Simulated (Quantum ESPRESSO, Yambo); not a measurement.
## G0W0 results for TlBr

TlBr is modelled in the cubic space group Pm-3m (No. 221), the CsCl type structure, Pearson symbol cP2. Lattice parameters: a = b = c = 3.9137 Å, α = β = γ = 90.00°. Br on 1b is surrounded by 8 Tl at 3.389 Å (cubic). Tl on 1a is surrounded by 8 Br at 3.389 Å (cubic). (Neighbours: up to the widest gap in distance over summed covalent radii, below 1.35, at either atom; cation-cation contacts left out.)

Cell and atoms were relaxed with PBEsol from Materials Project entry mp-22875, within its symmetry.

Starting point: PBE (stringent potentials; pw.x of Quantum ESPRESSO, ONCV potentials, no spin-orbit coupling). G0W0 in Yambo: 4×4×4 Γ-centred k mesh, bands 10 to 284 and a 15 Ry block in the screening, 284 bands in G with the Bruneval-Gonze terminator, plasmon pole fitted at 27.2 eV.

- PBE gap along the band path: 1.72 eV
- PBE gap between the mesh's edge points (X → X): 1.72 eV
- G0W0 gap between the same points: 3.35 eV

```
k point  band  E PBE (eV)  E QP (eV)  shift (eV)     Z
-------  ----  ----------  ---------  ----------  ----
Γ          VB       -1.54      -3.44       -1.91  0.79
Γ          CB        6.86       7.01        0.15  0.82
X          VB        0.00      -1.61       -1.61  0.81
X          CB        1.72       1.74        0.01  0.83
M          VB       -0.90      -2.88       -1.98  0.80
M          CB        4.91       4.82       -0.09  0.81
R          VB       -2.18      -4.08       -1.90  0.79
R          CB        1.93       2.04        0.12  0.83
```

Energies count from the PBE valence-band maximum.

Nearest settings tried, and what they do to the gap: 149 bands in G: +2 meV; 149 bands in W, 149 bands in G: -27 meV; 9 Ry block (203 vectors against 437): -84 meV. Not varied: mesh. So the settings aren't converged at that level.

Spin-orbit coupling is left out; with 6p states at a band edge it can lower the gap by many tenths of an eV, most of a small gap.
